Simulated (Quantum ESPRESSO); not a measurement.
## Band energies of GaN

```
CELL_PARAMETERS angstrom
      0.00000     2.24980     2.24980
      2.24980     0.00000     2.24980
      2.24980     2.24980     0.00000
ATOMIC_POSITIONS crystal
  N  0.25000 0.25000 0.25000
  Ga 0.00000 0.00000 0.00000
```

PBEsol (pw.x of Quantum ESPRESSO, ONCV potentials, with spin-orbit coupling); path ΓXWKΓLUWLK,UX; energies in eV from the valence-band maximum.

```
k (1/Å)  point  band 18  band 19  band 20  band 21  band 22  band 23  band 24  band 25
-------  -----  -------  -------  -------  -------  -------  -------  -------  -------
0.00         Γ     0.00     1.73     1.73    10.05    10.05    10.38    10.38    10.38
0.32              -0.41     3.10     3.10     9.19     9.19    10.61    10.61    10.80
0.75              -1.66     4.53     4.53     7.22     7.22    11.26    11.26    12.10
1.07              -2.43     3.73     3.73     6.79     6.79    11.21    11.21    13.30
1.40         X    -2.72     3.25     3.25     6.61     6.61    11.61    11.61    13.86
1.51              -2.79     3.40     3.41     6.72     6.72    11.58    11.58    13.65
1.86              -3.47     5.21     5.22     7.90     7.91    11.18    11.20    11.27
2.09         W    -3.68     6.13     6.14     8.41     8.42    10.17    10.31    10.96
2.34              -2.81     5.55     5.56     8.04     8.05    10.61    10.67    11.61
2.59         K    -2.21     4.90     4.90     7.85     7.86    10.96    10.99    12.79
2.69              -1.99     5.34     5.35     7.91     7.91    10.62    10.66    12.46
3.08              -1.04     6.46     6.48     7.41     7.45     9.42     9.47    11.44
3.48              -0.32     4.43     4.44     8.73     8.74    10.07    10.08    10.94
3.77              -0.07     2.88     2.89     9.53     9.54    10.41    10.42    10.61
4.07         Γ     0.00     1.73     1.73    10.05    10.05    10.38    10.38    10.38
4.17              -0.02     1.95     1.95    10.03    10.03    10.33    10.33    10.41
4.47              -0.27     3.33     3.33     9.20     9.20    10.54    10.54    10.73
4.88              -0.75     4.45     4.45     8.58     8.58    10.52    10.52    10.67
5.18              -0.96     4.61     4.61     8.65     8.65    10.27    10.27    10.40
5.28         L    -0.97     4.62     4.62     8.66     8.66    10.25    10.25    10.38
5.60              -1.28     5.64     5.65     7.63     7.66    10.25    10.29    10.93
5.92              -1.88     5.56     5.56     7.76     7.76    10.43    10.47    12.18
6.13         U    -2.21     4.90     4.90     7.85     7.86    10.96    10.99    12.79
6.33              -2.61     5.35     5.36     7.97     7.98    10.74    10.78    11.85
6.63         W    -3.68     6.13     6.14     8.41     8.42    10.17    10.31    10.96
6.73              -3.35     6.16     6.17     8.33     8.33    10.03    10.14    11.19
7.02              -2.13     6.57     6.60     7.18     7.20     9.91     9.97    11.88
7.42              -1.10     5.08     5.09     8.15     8.19    10.26    10.30    10.57
7.61         L    -0.97     4.62     4.62     8.66     8.66    10.25    10.25    10.38
7.70              -1.00     4.71     4.72     8.54     8.56    10.26    10.28    10.40
8.04              -1.47     5.98     5.99     7.35     7.37    10.23    10.27    11.33
8.30              -1.95     5.41     5.42     7.83     7.84    10.53    10.57    12.33
8.47         K    -2.21     4.90     4.90     7.85     7.86    10.96    10.99    12.79
8.47         U    -2.21     4.90     4.90     7.85     7.86    10.96    10.99    12.79
8.57              -2.39     4.47     4.47     7.60     7.60    11.23    11.25    13.10
8.96         X    -2.72     3.25     3.25     6.61     6.61    11.61    11.61    13.86
```

The PBEsol gap is direct, 1.73 eV at Γ.

Geometry relaxed with PBEsol.

This is not the ordinary phase of the substance; no match was found in the copy of COD used, and its stability was not checked.
